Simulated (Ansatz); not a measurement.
**Two-dimensional strain map in Sr**

All numbers below come from Ansatz 0.2.0, DFT PBEsol, scalar-relativistic, plane waves, PAW. The runs took a 420 eV cutoff, a Γ-centred 12×12×8 mesh and Gaussian smearing (0.15 eV). No spin polarisation. Energies are free energies at this smearing, counted from the undisturbed cell; pressure is positive in compression.

The starting cell (as given, not relaxed at this level; it stands at -0.9 GPa; this form isn't the usual structure):

```yaml
crystal:
  lattice:
    - [4.31000, 0.00000, 0.00000]
    - [-2.15500, 3.73257, 0.00000]
    - [0.00000, 0.00000, 7.05000]
  atoms:
    - { symbol: Sr, position: [0.33333, 0.66667, 0.25000] }
    - { symbol: Sr, position: [0.66667, 0.33333, 0.75000] }
```

The cell is strained by p along both x and y and by q along z, fractional coordinates fixed. Points are written (p, q).

Energy above the undisturbed cell in meV/atom (a dash: not computed):

```csv
p \ q,-0.080,-0.040,0.000,0.040,0.080
-0.080,47.9,25.0,21.5,33.7,59.0
-0.040,8.7,-8.6,-8.6,5.5,31.3
0.000,5.7,-5.0,0.0,17.7,45.9
0.040,31.2,27.3,37.7,59.7,91.0
0.080,78.8,81.4,96.8,123.1,157.8
```

Pressure in GPa:

```
 p \ q  -0.080  -0.040  0.000  0.040  0.080
-0.080     2.6     1.8    1.2    0.8    0.4
-0.040     1.2     0.5    0.0   -0.4   -0.7
 0.000     0.1    -0.4   -0.9   -1.2   -1.5
 0.040    -0.7    -1.1   -1.5   -1.8   -2.0
 0.080    -1.3    -1.6   -1.9   -2.1   -2.3
```